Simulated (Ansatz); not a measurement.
# HfB (Fm-3m), stationary points along a deformation path

The calculation used Ansatz 0.2.0, DFT PBEsol, scalar-relativistic, plane waves, PAW. Settings: plane waves to 420 eV, k-mesh 20×20×20 (Γ-centred), Gaussian smearing 0.15 eV. Spin–orbit coupling is left out, which can shift energies with elements as heavy as these. No spin polarisation. Energies are free energies at this smearing, counted from the undisturbed cell; pressure is positive in compression.

Zero of the scan (as given, not relaxed at this level; it stands at 23.5 GPa, and it needn't be the usual structure):

```yaml
crystal:
  lattice:
    - [0.00000, 2.31000, 2.31000]
    - [2.31000, 0.00000, 2.31000]
    - [2.31000, 2.31000, 0.00000]
  atoms:
    - { symbol: Hf, position: [0.50000, 0.50000, 0.50000] }
    - { symbol: B, position: [0.00000, 0.00000, 0.00000] }
```

At fixed volume and fractional coordinates, lengths along (0.577, 0.577, 0.577) are scaled against those across it; ρ is that ratio over its starting value. V = 12.326 Å³/atom. Δσ is the stress along the axis less the mean stress across it (compression positive).

| ρ | ΔE (meV/atom) | Δσ (GPa) | space group |
| --- | --- | --- | --- |
| 0.500 | 490.4 | 0.00 | Pm-3m |
| 0.600 | 345.4 | 19.65 | R-3m |
| 0.710 | 185.7 | 15.00 | R-3m |
| 0.850 | 68.4 | 13.11 | R-3m |
| 0.930 | 16.3 | 8.25 | R-3m |
| 1.000 | 0.0 | 0.00 | Fm-3m |
| 1.080 | 21.7 | -11.22 | R-3m |
| 1.200 | 124.7 | -26.12 | R-3m |
| 1.410 | 444.2 | -51.95 | R-3m |
| 1.700 | 975.6 | -52.64 | R-3m |
| 2.000 | 1413.9 | -64.65 | R-3m |

How does the stress give the slope of the energy, and where is the energy stationary?

Along the path d ln(length) is 2/3 d ln ρ on the axis and −1/3 d ln ρ across it, so dE/d ln ρ = −(2/3) V Δσ: the energy falls with ρ where Δσ is positive. Δσ vanishes or changes sign at ρ = 0.500 (Pm-3m, an end of the scan), at 490.4 meV/atom; at ρ = 1.000 (Fm-3m), a minimum at 0.0 meV/atom. Pairs of stationary points between two samples would go unseen, and could change a minimum read from distant neighbours into a maximum. At ρ = 0.500, 1.000 the cell is cubic, where symmetry alone makes the stress isotropic and the slope zero.

Which shear constant sets the curvature at ρ = 1?

For a cubic crystal E/V = (2/3) C (ln ρ)² with C = C44, so Δσ = −2C ln ρ. The parabola of Δσ against ln ρ through ρ = 0.930, 1 and 1.080 gives C ≈ 65 GPa with the ions clamped, rough because the steps are large. It is the stress–strain coefficient at this cell's pressure of 23.5 GPa, not the zero-pressure constant.

In a metal these slopes depend on the k mesh and the smearing.

Cost: 11 runs of about 3.4 core-minutes in all, on Arm Neoverse V2 (shared hosts).